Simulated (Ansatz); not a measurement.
Consider the following.

Starting cell, InP (zinc blende):

```
CELL_PARAMETERS angstrom
      0.00000     5.90701     5.90701
      2.95351     0.00000     2.95351
      2.95351     2.95351     0.00000
ATOMIC_POSITIONS crystal
  P  0.37500 0.75000 0.75000
  P  0.87500 0.75000 0.75000
  In 0.00000 0.00000 0.00000
  In 0.50000 0.00000 0.00000
```

The atoms are displaced by Q × the pattern below (from a DFPT mode at L = (0.5, 0.0, 0.0), largest move 1; Q in Å), at fixed cell. It is one choice among 2 degenerate patterns. (q is in reciprocal vectors of the primitive cell; the cell shown is doubled to hold the pattern.)

```json
[
 {"atom": "P1", "x": "0.285", "y": "-0.520", "z": "0.805"},
 {"atom": "P2", "x": "-0.285", "y": "0.520", "z": "-0.805"},
 {"atom": "In3", "x": "0.067", "y": "-0.122", "z": "0.189"},
 {"atom": "In4", "x": "-0.067", "y": "0.122", "z": "-0.189"}
]
```

Level of theory: r2SCAN (plane waves to 500 eV, PAW, scalar-relativistic; Ansatz, a quantum-chemistry and plane-wave program). k mesh 5×10×10 (Γ-centred), Fermi-Dirac smearing 0.05 eV. Energies are smeared free energies. InP was relaxed with its symmetry unable to fall. The zero of ΔE is the undisplaced structure.

The scan covers Q from -0.280 to 0.280 Å in 13 points.

Problem. Is this a single well or a double well?

Solution. A single well with its minimum at or next to zero displacement.

Problem. What is the energy change at Q = 0.280 Å?

Solution. 1030 meV/cell.

Problem. What harmonic wavenumber does the curvature at Q = 0 give?

Solution. 304 cm⁻¹.

(For displaced atoms, the force is minus the slope of the energy, and its curvature is a force constant, which sets phonon frequencies.)
